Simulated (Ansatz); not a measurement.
**Zone-centre modes in SiMo3**

Level of theory: DFT PBEsol, scalar-relativistic, plane waves, PAW in Ansatz 0.2.0. Settings: plane waves to 420 eV, k-mesh 8×8×8 (Γ-centred), Gaussian smearing 0.15 eV. No spin polarisation.

Reference structure (relaxed at this level; it needn't be the usual structure):

```
Si Mo
1.0
     4.86159    0.00000    0.00000
     0.00000    4.86159    0.00000
     0.00000    0.00000    4.86159
Si Mo
2 6
Direct
  0.00000 0.00000 0.00000
  0.50000 0.50000 0.50000
  0.25000 0.00000 0.50000
  0.50000 0.75000 0.00000
  0.75000 0.00000 0.50000
  0.50000 0.25000 0.00000
  0.00000 0.50000 0.75000
  0.00000 0.50000 0.25000
```

Harmonic modes by finite displacements of 0.02 Å, without the LO–TO term.

Question: At this geometry, is the structure stable against these modes?

Answer: Yes: no mode is imaginary beyond 10 cm⁻¹, and only the three translations lie near zero.

Question: List the wavenumbers in cm⁻¹.

Answer: 0, 0, 0, 148, 148, 148, 193, 193, 193, 199, 199, 199, 216, 216, 216, 285, 297, 297, 318, 318, 318, 339, 339, 339.

Cost: 1 run of about 7.5 core-minutes, on AMD EPYC (Zen 3) (shared hosts).